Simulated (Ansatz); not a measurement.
KSnCl₃ built on the cubic perovskite prototype, relaxed with r2SCAN in Ansatz. Space group Pm-3m (No. 221), cubic; a = 5.540 Å in the conventional setting, 34.01 Å³ an atom. K is surrounded by 12 Cl at 3.92 Å; Sn is surrounded by 6 Cl at 2.77 Å; Cl is surrounded by 2 Sn at 2.77 Å and 4 K at 3.92 Å.

The axes x, y and z are those of this cell:
```yaml
crystal:
  lattice:
    - [5.53999, 0.00000, 0.00000]
    - [0.00000, 5.53999, 0.00000]
    - [0.00000, 0.00000, 5.53999]
  atoms:
    - { symbol: K, position: [0.00000, 0.00000, 0.00000] }
    - { symbol: Sn, position: [0.50000, 0.50000, 0.50000] }
    - { symbol: Cl, position: [0.50000, 0.50000, 0.00000] }
    - { symbol: Cl, position: [0.50000, 0.00000, 0.50000] }
    - { symbol: Cl, position: [0.00000, 0.50000, 0.50000] }
```

Unstrained: The PBE gap is direct at R: 0.787 eV. The r2SCAN gap is direct at R: 0.958 eV. The HSE06 gap is direct at R: 1.289 eV. Meshes: PBE 6×6×6, r2SCAN 6×6×6, HSE06 4×4×4. Strains are changes of length per length, and xy shears are angles. After each strain the atoms were relaxed again with r2SCAN within the symmetry that the strain leaves, so tilts or polar shifts that break it weren't tested; points keep the names that they have in the unstrained zone. Values at 0 K without nuclear motion; spin polarisation is off, and the phase may be a hypothetical one.

Problem. Estimate what uniaxial +5.0 % along z, other directions held does to the gap.

Solution. PBE: the gap goes from 0.787 to 0.808 eV (+0.021 eV). r2SCAN: the gap goes from 0.958 to 0.981 eV (+0.023 eV). HSE06: the gap goes from 1.289 to 1.340 eV (+0.051 eV). The r2SCAN energy rises by 13.8 meV an atom.

Problem. Estimate what xy shear, engineering strain (angle) +4.0 % does to the gap.

Solution. PBE: the gap goes from 0.787 to 0.721 eV (-0.066 eV). r2SCAN: the gap goes from 0.958 to 0.883 eV (-0.075 eV). HSE06: the gap goes from 1.289 to 1.219 eV (-0.070 eV). The r2SCAN energy rises by 0.7 meV an atom.

Problem. For epitaxial -0.5 % in the xy plane, how far does the free direction move, and what happens to the gap?

Solution. The normal strain at zero normal stress is +0.17 %, 0.34 of the in-plane strain with the sign turned. PBE: the gap goes from 0.787 to 0.705 eV (-0.082 eV). r2SCAN: the gap goes from 0.958 to 0.870 eV (-0.088 eV). HSE06: the gap goes from 1.289 to 1.200 eV (-0.089 eV).

Problem. Apply uniaxial +3.0 % along x, other directions held. How far does the gap move, against the unstrained cell?

Solution. PBE: the gap goes from 0.787 to 0.800 eV (+0.013 eV). r2SCAN: the gap goes from 0.958 to 0.972 eV (+0.014 eV). HSE06: the gap goes from 1.289 to 1.321 eV (+0.032 eV). The r2SCAN energy rises by 5.7 meV an atom.

No spin-orbit coupling is included; it can move band edges with weight on the heavy atoms by tenths of an eV.

The meshes of the hybrids are coarse, so their gaps aren't converged to the digits shown.
